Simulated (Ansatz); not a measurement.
AlN:
```
AlN
1.0
    0.00000     2.01828     2.01828
    2.01828     0.00000     2.01828
    2.01828     2.01828     0.00000
Al N
1 1
Cartesian
  0.00000   0.00000   0.00000
  2.01828   2.01828   2.01828
```

Relaxed with r²SCAN.

Q: Map the electron localisation function on the plane through (0.000, 0.000, 0.000) spanned by u = [1, 0, 0] and v = [0, 1, -1] in lattice vectors, from r²SCAN (plane waves, PAW; program Ansatz).

A: x is the fraction of u, y of v (the angle between them is 90°; rows are the nearest grid lines); atoms in the plane: Al at (0.00, 0.00), N at (0.50, 0.50).
```
|:    .......    :|
|    .:-----:.    |
|   :+*******+:   |
|  :*%%%%%%%%%*:  |
| .+%@@@@@@@@@%+. |
|.:*%@@@@@@@@@%*:.|
|.-*%@@%#*#%@@%*-.|
|.-*%@@#-.-#@@%*-.|
|.-*%@@*. .*@@%*-.|
|.-*%@@#-.-#@@%*-.|
|.-*%@@%#*#%@@%*-.|
|.:*%@@@@@@@@@%*:.|
| .+%@@@@@@@@@%+. |
|  :*%%%%%%%%%*:  |
|   :+*******+:   |
|    .:-----:.    |
|:    .......    :|
```
Scale: ten equal steps from 0.006 (start of ' ') to 0.850 (end of '@'), in the order ' .:-=+*#%@'; x runs from 0.000 to 1.00, y from 0.000 (bottom) to 1.00 (top).

The density is the valence pseudo-density with augmentation charge, so density and ELF within about 1 Å of a nucleus are not all-electron values.

Space group Fm-3m (rock salt). This is a known high-pressure phase of the composition, computed here at zero pressure and temperature. The r²SCAN relaxation kept the symmetry of its start; its stability against distortions is not shown here. The volume moved by -17 % from the start of the relaxation.

Potentials: the earlier of the program's two PAW sets.
